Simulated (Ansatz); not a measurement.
Nb$_{2}$PC:
Space group P6₃/mmc (No. 194); a = b = 3.307 Å, c = 11.536 Å, α = β = 90.00°, γ = 120.00°

| atom | site | symmetry | x | y | z |
|---|---|---|---|---|---|
| Nb | 4f | 3m. | 0.3333 | 0.6667 | 0.0997 |
| P | 2d | -6m2 | 0.6667 | 0.3333 | 0.2500 |
| C | 2a | -3m. | 0.0000 | 0.0000 | 0.0000 |

Relaxed at zero pressure with the program Ansatz at the r²SCAN level (PAW).

Question: The volume is lowered by 9 % and shape and atoms relax at that volume. What pressure results, and how do the axes share the change?

Answer: 26.5 GPa; a -3.6 %, b -3.6 %, c -2.0 %; the energy rises by 93 meV/atom.

Question: Give the new structure.

Answer: 
Space group P6₃/mmc (No. 194); a = b = 3.1874 Å, c = 11.2999 Å, α = β = 90.00°, γ = 120.00°

| atom | site | symmetry | x | y | z |
|---|---|---|---|---|---|
| Nb | 4f | 3m. | 0.3333 | 0.6667 | 0.1013 |
| P | 2d | -6m2 | 0.6667 | 0.3333 | 0.2500 |
| C | 2a | -3m. | 0.0000 | 0.0000 | 0.0000 |

The phase is kept; no other phase was compared at this pressure.

Space group P6_3/mmc. The first step of the workflow began from a Materials Project structure, measured or hypothetical; the Crystallography Open Database copy checked does not list it. Its standing as an ambient phase is unchecked. The r²SCAN relaxation kept the symmetry of its start; whether a distortion lowers the energy is not shown. No spin polarisation was allowed.

Potentials: the later of the program's two PAW sets.
